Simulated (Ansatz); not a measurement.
SiO$_{2}$ in space group P3_221 (No. 154; Si on 3a, O on 6c), PBEsol in the plane-wave PAW code Ansatz, all energies at zero smearing, with the estimated change up to a 700 eV cutoff added, with one set of potentials and settings (totals compare only within such a set). Cell of 9 atoms (3 Si, 6 O): -5239.907 eV.

```
element                            reference phase  E (eV/atom)
-------  -----------------------------------------  -----------
Si                      Fd-3m, 2 atoms in the cell    -621.4938
O        C2/m, 4 atoms in the cell, spin-polarised    -558.3609
```

Formation energy per atom, worked out: (-5239.907 − 3×(-621.4938) − 6×(-558.3609))/9 = -2.807 eV/atom (-271 kJ per mol of atoms), at 0 K, without zero-point energy or fitted corrections.

Symmetry was held in the PBEsol relaxation. The references are the lowest solids computed at this level, not always the standard phases (solids in place of the gases).

Potentials: the earlier of the program's two PAW sets. The files were generated under PBE; for other functionals the program regenerates the frozen cores, and for LDA and PBEsol the local potential too.
